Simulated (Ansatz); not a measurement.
BaTiO3 (cubic perovskite)

```
BaTiO3
1.0
    3.99404     0.00000     0.00000
    0.00000     3.99404     0.00000
    0.00000     0.00000     3.99404
Ba Ti O
1 1 3
Direct
  0.00000   0.00000   0.00000
  0.50000   0.50000   0.50000
  0.00000   0.50000   0.50000
  0.50000   0.50000   0.00000
  0.50000   0.00000   0.50000
```

In each cell atom 4 (O, nearest neighbour Ti at 1.997 Å; its periodic images, 4.0 Å or more away, move with it) moves by s·(0.000, 0.000, 1.000) (along Cartesian z), the rest being held.

These are r2SCAN (plane waves to 500 eV, PAW, scalar-relativistic; Ansatz, a first-principles code) values and carry that method's errors. k mesh 7×7×7 (Γ-centred), Fermi-Dirac smearing 0.05 eV. E stands for the smeared free energy. BaTiO3 is run without spin polarisation. BaTiO3 was relaxed with its symmetry unable to fall. This is a high-temperature form of BaTiO3. ΔE is measured from the undisplaced structure.

```csv
s (Å),ΔE (meV/cell)
-0.200,134.8
-0.160,78.2
-0.120,40.4
-0.080,16.8
-0.040,4.0
0.000,0.0
0.040,4.0
0.080,16.8
0.120,40.4
0.160,78.2
0.200,134.8
```

### Question
What force constant k = d²E/ds² at s = 0 does the table give?

### Answer
5.0 eV/Å². It is the second difference of the nearest points, corrected with the next pair.

### Question
With k = 4.96 eV/Å² from the forces, is the well harmonic out to s = 0.200 Å?

### Answer
½ks² = 99.3 meV/cell against the computed 134.8 meV/cell, so the well is stiffer than harmonic there.

(A displaced cell: forces are minus the slopes of the energy, force constants its curvatures, and phonons follow from these.)
